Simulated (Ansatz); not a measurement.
# Hg4Pt: enthalpy against pressure

Hg4Pt, Im-3m, a = 6.285 Å. The structure is a COD entry; whether it is the stable form wasn't checked. Ansatz: r2SCAN, PAW, 500 eV, Γ-centred 8×8×8 mesh on 5 atoms, Gaussian smearing 0.10 eV; no spin polarisation. Cell and atoms are relaxed at each pressure, and no other structure is tried, so the rows at high pressure may lie past a change of phase. y is the enthalpy over the state at zero pressure; there V0 = 24.823 Å³/atom. The pressures are the targets, met within 0.04 GPa.

| P (GPa) | y (eV/atom) |
| --- | --- |
| -2.0 | -0.3142 |
| 0.0 | 0.0000 |
| 2.0 | 0.3060 |
| 5.0 | ? |
| 10.0 | 1.4687 |
| 20.0 | 2.8253 |
| 40.0 | 5.3328 |

Problem. Fit y = c1 P + c2 P² + c3 P³ to the other rows, say what c1 and c2 mean, and predict the missing value.

Solution. Least squares on the rows shown. y = 0.15417 P − 0.00077345 P² + 6.3043×10⁻⁶ P³. Since dH/dP = V, c1 is V0: 0.15417 eV/GPa × 160.2 = 24.698 Å³ against 24.823; c2 = −V0/(2B0) gives B0 = 100 GPa, where a Birch–Murnaghan fit to the volumes of the same runs (not shown) gives 76 GPa: a cubic over this range folds the higher terms into c2. At P = 5.0 the fit asked for gives 0.7523 eV/atom. The run gave 0.7522 eV/atom, so the fit is 0.0001 eV/atom too high, within the rms miss on the fitted rows (0.0016 eV/atom).

The mesh isn't the same in all rows (8×8×8, 10×10×10). Spin–orbit coupling is left out, which can shift energies with elements as heavy as these.